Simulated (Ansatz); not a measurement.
CaO (rock salt, space group No. 225), DFT-r²SCAN in the program Ansatz with PAW potentials. The conduction-band minimum lies at X, with 3 equivalent valleys. Second derivatives d²E/dk² of the lowest band at one valley (eV·Å²), along Cartesian directions:

| direction | d²E/dk² |
|---|---|
| [100] | 5.517 |
| [010] | 17.49 |
| [001] | 17.49 |
| [110] | 11.51 |
| [101] | 11.51 |
| [011] | 17.49 |

### Question
Find the principal effective masses, the density-of-states mass and the conductivity mass.

### Answer
Off-diagonal terms follow from H_xy = H[110] − (H_xx + H_yy)/2, and m*/mₑ = 7.620 eV·Å² over each eigenvalue: 0.44, 0.44, 1.4. One valley's DOS mass (m₁m₂m₃)^(1/3) = 0.64, conductivity mass 3/(Σ 1/mᵢ) = 0.56 mₑ.

### Question
What effective density of states Nc follows at 300 K for parabolic valleys?

### Answer
Nc = 2.509e19 × 3 × (0.64)^(3/2) ≈ 3.9e19 cm⁻³.

### Question
With the computed static dielectric constant 14.0 (mean of the diagonal), estimate a hydrogenic donor's binding energy and radius.

### Answer
E = 13.606 eV × 0.56/14.0² ≈ 39 meV; a = 0.529 Å × ε/m* ≈ 13 Å. Semilocal masses tend to be too small where the gap is.

### Question
With ε∞ = 3.52 and ω_LO = 566 cm⁻¹, what Fröhlich coupling constant follows?

### Answer
α = (1/ε∞ − 1/ε0) √(m* × 13.606 eV/ħω_LO) = 2.2.

Space group Fm-3m (rock salt). The r²SCAN relaxation kept the symmetry of its start; phonons on a q-mesh show no instability.

Potentials: the earlier of the program's two PAW sets.
